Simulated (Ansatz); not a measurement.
One starting cell of Cs (a generated trial cell of Cs in the bcc structure type) was relaxed twice with Ansatz (plane waves, PAW, scalar-relativistic): with r2SCAN at 500 eV and with PBE at 420 eV. The r2SCAN result:

```cif
data_Cs2
_chemical_formula_sum 'Cs2'
_space_group_name_H-M_alt 'Im-3m'
_space_group_IT_number 229
_space_group_name_Hall '-I 4 2 3'
_cell_length_a 6.27460
_cell_length_b 6.27460
_cell_length_c 6.27460
_cell_angle_alpha 90.000
_cell_angle_beta 90.000
_cell_angle_gamma 90.000
loop_
_atom_site_label
_atom_site_type_symbol
_atom_site_symmetry_multiplicity
_atom_site_Wyckoff_symbol
_atom_site_fract_x
_atom_site_fract_y
_atom_site_fract_z
_atom_site_occupancy
Cs1 Cs 2 a 0.00000 0.00000 0.00000 1
```
(The calculation used a cell of 1 atom; values per cell refer to that cell.)

```json
[
 {"quantity": "space group", "r2SCAN": "Im-3m", "PBE": "Im-3m"},
 {"quantity": "volume (Å³/atom)", "r2SCAN": "123.52", "PBE": "___"},
 {"quantity": "a (Å)", "r2SCAN": "6.275", "PBE": "___"},
 {"quantity": "gap (eV, no spin-orbit coupling)", "r2SCAN": "0.00", "PBE": "___"},
 {"quantity": "pressure at 115 % of the level's own volume (GPa)", "r2SCAN": "-0.2", "PBE": "___"}
]
```

Q: Fill in the PBE column.

A: 
- volume (Å³/atom), PBE: 116.69
- a (Å), PBE: 6.157
- gap (eV, no spin-orbit coupling), PBE: 0.00
- pressure at 115 % of the level's own volume (GPa), PBE: -0.2

Both levels end in the same structure; PBE's volume is 5.5 % smaller. Neither column is exact.

No spin polarisation in the result.

The run could not lose the symmetry of its start.

Ansatz is a quantum-chemistry and plane-wave program.
